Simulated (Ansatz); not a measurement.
WC (WC type, space group P-6m2)

Space group P-6m2 (No. 187); a = b = 2.922 Å, c = 2.847 Å, α = β = 90.00°, γ = 120.00°

```csv
atom,site,symmetry,x,y,z
W,1a,-6m2,0.0000,0.0000,0.0000
C,1f,-6m2,0.6667,0.3333,0.5000
```

The relaxed cell is deformed in two ways at once: its volume V is scaled, and at that volume it is stretched along z (the c axis of the conventional cell) so that c/a changes. Fractional atomic positions are held.

Method: PBE (plane waves to 420 eV, PAW, scalar-relativistic; Ansatz, a program for electronic structure). k mesh 18×18×16 (Γ-centred), Fermi-Dirac smearing 0.05 eV. Compression counts positive. With partly filled bands, the response to shear is sensitive to the k mesh, so small differences along c/a are uncertain. Spin-orbit coupling is left out, though W is heavy. The PAW data are Ansatz's earlier set. WC is run without spin polarisation. WC was relaxed with its symmetry unable to fall. The last digit holds for this mesh only.

Changes of P (GPa) from the point V/V₀ = 1.000, (c/a)/(c/a)₀ = 1.000 when one coordinate moves alone (two changes are said to add if the coupling is within 5 % of the smaller one, nearly so within 20 %):

```tsv
point	change
V/V₀ = 1.000, (c/a)/(c/a)₀ = 0.880	10.50
V/V₀ = 1.000, (c/a)/(c/a)₀ = 0.940	3.73
V/V₀ = 0.920, (c/a)/(c/a)₀ = 1.000	38.44
V/V₀ = 0.960, (c/a)/(c/a)₀ = 1.000	17.20
V/V₀ = 1.040, (c/a)/(c/a)₀ = 1.000	-13.94
V/V₀ = 1.080, (c/a)/(c/a)₀ = 1.000	-25.22
V/V₀ = 1.000, (c/a)/(c/a)₀ = 1.060	-1.38
V/V₀ = 1.000, (c/a)/(c/a)₀ = 1.120	-0.91
```

Problem. Do the two effects add at V/V₀ = 1.080, (c/a)/(c/a)₀ = 0.940? Give the computed change.

Solution. The sum of the single changes is -25.22 + (3.73) = -21.49; the calculation gives -22.08, so the coupling contributes -0.59 (under 20 % of the smaller single change, nearly additive).

Problem. What is the change at V/V₀ = 0.960, (c/a)/(c/a)₀ = 0.880, where both move, and how far is it from the sum?

Solution. The sum of the single changes is 17.20 + (10.50) = 27.70; the calculation gives 28.61, so the coupling contributes 0.91 (under 20 % of the smaller single change, nearly additive).

Problem. What is the change at V/V₀ = 1.040, (c/a)/(c/a)₀ = 1.060, where both move, and how far is it from the sum?

Solution. The sum of the single changes is -13.94 + (-1.38) = -15.32; the calculation gives -15.16, so the coupling contributes 0.16 (under 20 % of the smaller single change, nearly additive).

(Under strain, the slope of the energy per volume gives the stress and its curvature an elastic modulus.)
